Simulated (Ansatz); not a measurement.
# Surface calculation: bcc W (100), 5 layers

The slab is cut from the bcc crystal, the stable phase, as relaxed on PAW files (15.68 Å³/atom), with 16 Å of vacuum and a dipole correction:

```
CELL_PARAMETERS angstrom
3.15377 0.00000 0.00000
0.00000 3.15377 0.00000
0.00000 0.00000 22.30750
ATOMIC_POSITIONS crystal
W 0.00000 0.00000 0.35862
W 0.50000 0.50000 0.42931
W 0.00000 0.00000 0.50000
W 0.50000 0.50000 0.57069
W 0.00000 0.00000 0.64138
```

Computed with Ansatz 0.2.0; functional PBEsol, scalar-relativistic. Settings: a Γ-centred 12×12×1 k mesh, Fermi–Dirac smearing of 0.08 eV, no spin polarisation. Methods: LAPW: all electrons, basis error target 1 meV/atom; PAW: frozen-core files, cutoff 420 eV.

The bulk energy comes from a cell in the slab's orientation on a 12×12×12 mesh. The surface energy is (E(slab) − N·E(bulk))/2A at zero smearing, the mean of both faces; thin slabs carry quantum-size effects.

Spin–orbit coupling is left out, which matters for the heavy atoms. The PAW files were made under PBE. The cell is 1×1, so reconstructions are forbidden, and in slabs of four or five layers the relaxations can be far larger than at a real surface.

As cut, the LAPW slab lies 5.776 eV above 5 atoms of bulk. What surface energy is that?

Over two faces of 9.95 Å² it is 290.4 meV/Å², and times 16.02 J/m² per eV/Å² that gives γ = 4.652 J/m².

```tsv
method	γ as cut (J/m²)	γ relaxed (J/m²)	Φ as cut (eV)	Φ relaxed (eV)
LAPW	4.652	4.421	4.33	4.25
PAW	4.657	4.424	4.34	4.25
```

How do the spacings between the planes relax?

From the bottom face up: d12 -10.6 % of 1.577 Å, d23 +1.5 % of 1.577 Å, d34 +1.5 % of 1.577 Å, d45 -10.6 % of 1.577 Å.

What changes if relativity is switched off, at the same positions?

LAPW then gives: no gap, work function 4.03 eV.

What changes if the images along the normal are cut off in place of the dipole correction?

LAPW then gives: no gap, work function 4.25 eV; PAW: no gap, work function 4.25 eV.

A 4f core hole is made on one atom of each kind in every 1×1 cell (PAW hole dataset, neutral cell, valence without spin). What does it cost by layer?

layer 1 31.88 eV, layer 2 32.19 eV, layer 3 32.34 eV. Shifts between layers mean more than the absolute values, and a whole layer of holes screens otherwise than one hole.

In the relaxed 1×1 cell, replace the outer, then the middle W by Re, which changes a whole layer. What shift does this Z+1 picture give?

E(outer) − E(middle) = -0.36 eV by LAPW and -0.36 eV by PAW; a positive value puts the surface line at higher binding energy.
